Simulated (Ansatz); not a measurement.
GaSb:
```yaml
crystal:
  lattice:
    - [4.34476, 0.00000, 0.00000]
    - [-2.17238, 3.76268, 0.00000]
    - [0.00000, 0.00000, 9.41291]
  atoms:
    - { symbol: Ga, position: [0.00000, 0.49967, 0.66667] }
    - { symbol: Ga, position: [0.50033, 0.50033, 0.00000] }
    - { symbol: Ga, position: [0.49967, 0.00000, 0.33333] }
    - { symbol: Sb, position: [0.00000, 0.49978, 0.16667] }
    - { symbol: Sb, position: [0.50022, 0.50022, 0.50000] }
    - { symbol: Sb, position: [0.49978, 0.00000, 0.83333] }
```

Relaxed with PBEsol. Special points in fractions of this cell's reciprocal vectors: Γ (0.000, 0.000, 0.000); M (0.500, 0.000, 0.000); K (0.333, 0.333, 0.000); A (0.000, 0.000, 0.500); L (0.500, 0.000, 0.500); H (0.333, 0.333, 0.500).

Q: List the band energies nearest the Fermi level at these points for DFT-PBEsol in the program Ansatz with PAW potentials.

A: In eV from the Fermi level; about four levels below and three above (degenerate sets whole), none deeper than 8.9 eV; points with the same levels are listed once.

| k | below | above |
|---|---|---|
| Γ | -0.69 -0.56 -0.56 -0.30 | 0.42 1.23 1.23 |
| M | -2.43 -1.72 -1.49 -1.46 | 0.04 0.51 1.13 |
| K | -2.00 -1.48 -1.48 -0.38 | 1.92 1.92 4.32 4.32 |
| A | -0.51 -0.45 -0.45 -0.12 | 1.36 1.36 1.36 |
| L | -2.39 -2.24 -1.89 -1.67 | 1.17 1.23 2.33 |
| H | -3.57 -3.57 -1.88 -1.30 | 2.11 2.11 2.24 |

Space group P6_422. The start of the workflow was typed in or built on a structure type; neither database checked (COD, Materials Project) lists it. It is not the phase usual at ambient conditions (space group No. 216). The cell was relaxed with PBEsol under the symmetry of its start; its stability against distortions is not shown here. A small band overlap can be real or an error of a semilocal functional. Point labels and valley counts follow the cell and symmetry of the run, lower than the named group. Spin–orbit coupling is left out wherever it is not named.

Potentials: the later of the program's two PAW sets.
